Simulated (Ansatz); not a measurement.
NaH:
```
NaH
1.0
    0.00000     2.39569     2.39569
    2.39569     0.00000     2.39569
    2.39569     2.39569     0.00000
Na H
1 1
Direct
  0.00000   0.00000   0.00000
  0.50000   0.50000   0.50000
```

Relaxed with PBEsol. Special points in fractions of this cell's reciprocal vectors: Γ (0.000, 0.000, 0.000); X (0.500, 0.000, 0.500); U (0.625, 0.250, 0.625); K (0.375, 0.375, 0.750); L (0.500, 0.500, 0.500); W (0.500, 0.250, 0.750).

### Question
List the band energies nearest the valence-band maximum at these points for DFT-PBEsol in the program Ansatz with PAW potentials.

### Answer
In eV from the valence-band maximum; about four levels below and three above (degenerate sets whole), none deeper than 8.9 eV; … stands for higher levels left out; points with the same levels are listed once.

| k | below | above |
|---|---|---|
| Γ | -3.79 | 10.65 … |
| X | -0.19 | 4.46 9.86 … |
| U | -0.12 | 5.16 6.24 11.25 |
| L | -0.91 | 3.61 10.81 … |
| W | 0.00 | 5.87 5.87 8.38 |

Space group Fm-3m (rock salt). The PBEsol relaxation kept the symmetry of its start; of distortions, only those at the zone centre were tested.

Potentials: the later of the program's two PAW sets.
